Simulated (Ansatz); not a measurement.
SnO$_{2}$:
```
CELL_PARAMETERS angstrom
      4.72016     0.00000     0.00000
      0.00000     4.72016     0.00000
      0.00000     0.00000     3.18872
ATOMIC_POSITIONS crystal
  Sn 0.50000 0.50000 0.50000
  Sn 0.00000 0.00000 0.00000
  O  0.19393 0.80607 0.50000
  O  0.80607 0.19393 0.50000
  O  0.69393 0.69393 0.00000
  O  0.30607 0.30607 0.00000
```

Relaxed with LDA.

### Question
Give the optical modes at the zone centre with their infrared and Raman activity from DFPT, DFT-LDA in the program Ansatz with PAW potentials.

### Answer
Transverse frequencies, without the LO–TO term; a row sums one degenerate level.

```tsv
ω (cm⁻¹)	degeneracy	IR ((D/Å)²/amu)	Raman (Å⁴/amu)	activity	symmetry
104	1	0.00	0	silent	B1g
146	1	0.00	0	silent	B1u
224	2	19.45	0	IR	Eu
280	2	4.67	0	IR	Eu
349	1	0.00	0	silent	A2g
459	1	37.58	0	IR	A2u
466	2	0.00	2.5	Raman	Eg
558	1	0.00	0	silent	B1u
595	2	44.32	0	IR	Eu
626	1	0.00	46	Raman	A1g
755	1	0.00	13	Raman	B2g
```

### Question
How high does the top mode go among those that the LO–TO term moves?

### Answer
732 cm⁻¹ for q along x, 732 cm⁻¹ for q along y, 669 cm⁻¹ for q along z.

Space group P4_2/mnm (rutile). The LDA relaxation kept the symmetry of its start. Spin–orbit coupling is left out wherever it is not named.

Potentials: the earlier of the program's two PAW sets. The files were generated under PBE; for other functionals the program regenerates the frozen cores, and for LDA and PBEsol the local potential too.
